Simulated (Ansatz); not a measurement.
Data:

RuS2:
```yaml
crystal:
  lattice:
    - [5.59907, 0.00000, 0.00000]
    - [0.00000, 5.59907, 0.00000]
    - [0.00000, 0.00000, 5.59907]
  atoms:
    - { symbol: Ru, position: [0.00000, 0.00000, 0.00000] }
    - { symbol: Ru, position: [0.50000, 0.00000, 0.50000] }
    - { symbol: Ru, position: [0.50000, 0.50000, 0.00000] }
    - { symbol: Ru, position: [0.00000, 0.50000, 0.50000] }
    - { symbol: S, position: [0.38988, 0.38988, 0.38988] }
    - { symbol: S, position: [0.11012, 0.61012, 0.88988] }
    - { symbol: S, position: [0.88988, 0.11012, 0.61012] }
    - { symbol: S, position: [0.61012, 0.88988, 0.11012] }
    - { symbol: S, position: [0.61012, 0.61012, 0.61012] }
    - { symbol: S, position: [0.88988, 0.38988, 0.11012] }
    - { symbol: S, position: [0.11012, 0.88988, 0.38988] }
    - { symbol: S, position: [0.38988, 0.11012, 0.88988] }
```

This is the HSE06-relaxed structure.

Problem. All from HSE06 in the plane-wave PAW code Ansatz, unless another level is named. Estimate the band gap.

Solution. 1.97 eV (indirect).

Problem. And the smallest direct gap on the standard path?

Solution. 2.40 eV.

Problem. Give the gap with spin–orbit coupling.

Solution. 1.94 eV (at the special points and the edges found without it).

Problem. What about the conduction-band minimum?

Solution. at Γ.

Space group Pa-3. The HSE06 relaxation kept the symmetry of its start. No spin polarisation was allowed. The hybrid was solved on a coarse mesh, the path and, where they were found, the r²SCAN edge points; its band edges are the extreme levels among these. Scalar-relativistic: spin–orbit coupling is off unless named, which matters more the heavier the elements.

Potentials: the later of the program's two PAW sets.
